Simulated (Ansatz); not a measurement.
Starting cell, Si (diamond):

```yaml
crystal:
  lattice:
    - [0.00000, 5.47031, 5.47031]
    - [2.73515, 0.00000, 2.73515]
    - [2.73515, 2.73515, 0.00000]
  atoms:
    - { symbol: Si, position: [0.25000, 0.50000, 0.50000] }
    - { symbol: Si, position: [0.75000, 0.50000, 0.50000] }
    - { symbol: Si, position: [0.37500, 0.75000, 0.75000] }
    - { symbol: Si, position: [0.87500, 0.75000, 0.75000] }
```

The atoms are displaced by Q × the pattern below (from a DFPT mode at L = (0.5, 0.0, 0.0), largest move 1; Q in Å), at fixed cell. (q is in reciprocal vectors of the primitive cell; the cell shown is doubled to hold the pattern.)

| atom | x | y | z |
|---|---|---|---|
| Si1 | -0.577 | 0.577 | 0.577 |
| Si2 | 0.577 | -0.577 | -0.577 |
| Si3 | -0.577 | 0.577 | 0.577 |
| Si4 | 0.577 | -0.577 | -0.577 |

All values below come from PBE (plane waves to 420 eV, PAW, scalar-relativistic; Ansatz, a first-principles code). k mesh 5×10×10 (Γ-centred), Fermi-Dirac smearing 0.05 eV. E stands for the smeared free energy. As the smearing reaches across the gap at some points, energies and forces of such displacements shift with the k mesh and the smearing. Si was relaxed with its symmetry unable to fall. The zero of ΔE is the undisplaced structure. The last digit holds for this mesh only.

| Q (Å) | ΔE (meV/cell) |
|---|---|
| -0.2800 | withheld |
| -0.2333 | 2247.8 |
| -0.1867 | 1328.5 |
| -0.1400 | 701.2 |
| -0.0933 | 297.6 |
| -0.0467 | 72.3 |
| 0.0000 | 0.0 |
| 0.0467 | 72.3 |
| 0.0933 | 297.6 |
| 0.1400 | 701.2 |
| 0.1867 | 1328.5 |
| 0.2333 | 2247.8 |
| 0.2800 | withheld |

Fit an even polynomial form (powers 2, 4, 6) to the given rows and predict ΔE at Q = 0.2800.

Least squares on the 11 given rows: ΔE = (32950)·Q² + (138600)·Q⁴ + (269400)·Q⁶, in meV/cell with Q in Å; root-mean-square residual 0.19 meV/cell. At 0.2800 the fit gives 3565.0 meV/cell; the calculation gives 3558.2 meV/cell, so the extrapolation is off by 6.8 (+0.2 %). The quadratic term alone would give 2583.3 meV/cell.

(For displaced atoms, the force is minus the slope of the energy, and its curvature is a force constant, which sets phonon frequencies.)
